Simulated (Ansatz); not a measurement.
**SnSe₂ in the CdI2-type structure**

Level of theory: DFT, r²SCAN, scalar-relativistic, no spin polarisation; plane waves to 500 eV with PAW datasets (Ansatz 0.2.0), 10×10×6 k-mesh, Gaussian smearing of 0.05 eV. The datasets are Ansatz's generated set soft_2.

```yaml
crystal:
  lattice:
    - [3.84057, 0.00000, 0.00000]
    - [-1.92028, 3.32603, 0.00000]
    - [0.00000, 0.00000, 6.50637]
  atoms:
    - { symbol: Sn, position: [0.00000, 0.00000, 0.00000] }
    - { symbol: Se, position: [0.33333, 0.66667, 0.24186] }
    - { symbol: Se, position: [0.66667, 0.33333, 0.75814] }
```

The start was a prototype's sites filled with these elements; the Crystallography Open Database holds the compound in this structure.

At this volume the pressure is 0.03 GPa.

Elastic constants come from the stress of slightly strained cells with relaxed atoms, in GPa, Voigt order xx, yy, zz, yz, xz, xy in the Cartesian frame of the vectors above.

(1) Give the elastic tensor.

Answer:

(1) 
```
104.0  27.0   6.4  -0.2   0.0   0.0
 27.0 104.0   6.4   0.2   0.0   0.0
  6.4   6.4  14.4   0.0   0.0   0.0
 -0.2   0.2   0.0   5.1   0.0   0.0
  0.0   0.0   0.0   0.0   5.1  -0.2
  0.0   0.0   0.0   0.0  -0.2  38.5
```

Is the crystal mechanically stable, and what are its polycrystalline moduli?

Stable against homogeneous strain: the smallest eigenvalue of the tensor is 5.1 GPa. Hill averages: K = 24 GPa, G = 15.5 GPa, E = 38 GPa, ν = 0.23.

Run time: 94 s on 4 threads of AMD EPYC 9R45 96-Core Processor (Zen 5), on a shared host, peak memory 1 GiB.

The structure is built of weakly bound layers, and this functional has no dispersion term, so their spacing and all that hangs on it (volume, the soft elastic constants, low modes, dielectric constants) are poorly given.
